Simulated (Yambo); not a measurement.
Yambo run on CO₂ (space group P4_12_12, No. 92). The wavefunctions are PBEsol (Quantum ESPRESSO, PseudoDojo norm-conserving, 84 Ry, without SOC) ones on a 2×2×2 mesh (32 occupied bands); a = b = 5.0693 Å, c = 7.2320 Å, α = β = γ = 90.00°.

Yambo input:

```
rim_cut
gw0
dyson
el_el_corr
HF_and_locXC
cohsex
em1s
RandQpts= 1000000
RandGvec= 1 Ry
EXXRLvcs= 84 Ry
VXCRLvcs= 336 Ry
Chimod= "HARTREE"
% BndsRnXs
 1 | 267 |
%
NGsBlkXs= 7 Ry
% LongDrXs
 1.0 | 1.0 | 1.0 |
%
ExtendOut
% QPkrange
 1 | 1 | 32 | 33 |
%
```

k points by index: 1 = Γ.

The o-*.qp file then holds:

```
#    K-point    Band    Eo [eV]    E [eV]    E-Eo [eV]    Vxc [eV]    Vnlxc [eV]    Sc|Eo [eV]    Re(Z)    Im(Z)
#
    1    32    0.000000    -4.111104    -4.111104    -19.80600    -25.13667    1.219569    1.000000    0.000000
    1    33    6.433136    7.379295    0.946159    -9.848109    -5.317124    -3.584826    1.000000    0.000000
```
(The two width columns are left out.) Convergence of these settings isn't established.

Geometry of the Materials Project entry, not relaxed at this level.

The structure is a Materials Project entry; no match was found in the copy of COD used, and its stability was not checked.

The distance between layers or molecules is the database entry's, not relaxed here. Functionals without dispersion can leave it too large, which widens gaps and weakens the response across layers: the numbers belong to this cell.
